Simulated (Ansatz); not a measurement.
The relaxed structure here is a generated cell of SnS2: the first start was made by placing the elements on the sites of a structure type, and the end was not matched to a known phase here, so it may be hypothetical. Known forms of SnS2 include space group No. 164.

A relaxed structure of SnS2. Space group P1 (No. 1). These are PBEsol (plane waves to 420 eV, PAW, scalar-relativistic; Ansatz, an electronic-structure program) values and carry that method's errors.

Space group P1 (No. 1); a = 3.9345 Å, b = 4.3074 Å, c = 8.5303 Å, α = 91.85°, β = 99.96°, γ = 90.38°

| atom | site | symmetry | x | y | z |
|---|---|---|---|---|---|
| Sn | 1a | 1 | 0.6807 | 0.8593 | 0.0535 |
| Sn | 1a | 1 | 0.3339 | 0.4828 | 0.4277 |
| S | 1a | 1 | 0.8359 | 0.9399 | 0.4102 |
| S | 1a | 1 | 0.0710 | 0.7741 | 0.8191 |
| S | 1a | 1 | 0.2105 | 0.4226 | 0.1260 |
| S | 1a | 1 | 0.8881 | 0.1005 | 0.6589 |

For SnS2, the volume per atom comes out as 23.72 Å³ and the band gap comes out as 0.41 eV, indirect (valence top at k = (0.1111, -0.5, -0.5), conduction bottom at U2) (no spin-orbit coupling). The smallest direct gap comes out as 0.61 eV at k = (0.1111, -0.5, -0.5). The shortest distances comes out as S–S 2.04 Å; S–Sn 2.54 Å and the k-mesh comes out as 9×8×4.

Band energies at high-symmetry points (eV from the VBM; labels of this space group; no spin-orbit coupling), from −5 eV up to 2.5 eV:

```csv
point,energies
Γ,-4.48 -4.01 -3.61 -3.32 -3.02 -2.45 -1.84 -1.68 -0.58 1.20 1.69
X,-4.38 -3.66 -3.16 -2.73 -2.48 -1.82 -0.85 -0.59 -0.47 0.94 1.55 2.10 2.17
Y,-4.73 -4.46 -3.49 -3.11 -2.59 -2.19 -1.69 -0.91 -0.73 0.44 0.68 1.50 2.09 2.30
Z,-5.00 -4.99 -4.20 -3.53 -2.99 -2.70 -2.61 -2.36 -1.55 -0.42 0.74 1.94
R2,-4.85 -4.16 -3.32 -3.21 -2.74 -1.52 -1.11 1.63
T2,-4.00 -3.27 -3.06 -2.49 -2.18 -1.80 -0.78 -0.56 0.46 0.77 1.63 1.92 2.03
U2,-3.69 -2.74 -2.28 -2.05 -1.53 -0.86 -0.40 -0.25 0.41 1.19 1.41 1.97
V2,-4.37 -3.39 -3.14 -2.67 -1.59 -0.69 0.93
```

The relaxed cell holds bonded S–S pairs (2.04 Å). No spin polarisation in the result.

It was reached from a disturbed copy of a P6/mmm (No. 191) cell, against which it lies -0.40 eV/atom.
